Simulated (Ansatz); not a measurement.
**BaTiO3: a fit and a missing row**

BaTiO3, Pm-3m, a = 3.994 Å. The structure is a COD entry; whether it is the stable form wasn't checked. Ansatz: r2SCAN, PAW, 500 eV, Γ-centred 8×8×8 mesh on 5 atoms, Gaussian smearing 0.02 eV; no spin polarisation. Symmetry fixes shape and atoms, so the cell is only scaled; pressure is positive in compression.

```
V (Å³/atom) P (GPa)
     11.214    30.71
     11.596    21.03
     11.978    12.84
     12.361     5.89
     12.743     0.00
     13.125    -5.00
     13.507    -9.25
     14.017        ?
```

**Question.** Take V0 = 12.743 Å³/atom, fit the third-order Birch–Murnaghan form to the other rows, and predict the missing pressure.

**Answer.** With the Eulerian strain f = ½[(V0/V)^(2/3) − 1] and y = P/[3f(1 + 2f)^(5/2)], the form is the line y = B0 + 1.5 B0 (B0′ − 4) f. Rows (f, y): 0.04447, 186.0; 0.03245, 184.6; 0.02107, 183.2; 0.01025, 182.1; -0.00975, 179.6; -0.01904, 178.4. Means f = 0.01324, y = 182.32; Σ(Δf)² = 0.002985, ΣΔfΔy = 0.3553; the slope is their ratio. y = 180.7 + 119.0 f GPa, so B0 = 180.7 GPa and B0′ = 4 + 2 × (119.0)/(3 × 180.7) = 4.44. At V = 14.017, f = -0.03078, y = 177.04 and P = -13.95 GPa. The run gave -13.92 GPa, so the fit is 0.03 GPa too low, a small miss on the scale of the series. The form still works here, 22 % of the fitted range beyond its end.

Symmetry holds off the tilts and polar distortions that many cubic perovskites undergo.

Cost: 8 runs of about 0.74 core-minutes in all, on Intel Xeon 6975P-C (Granite Rapids) (shared hosts).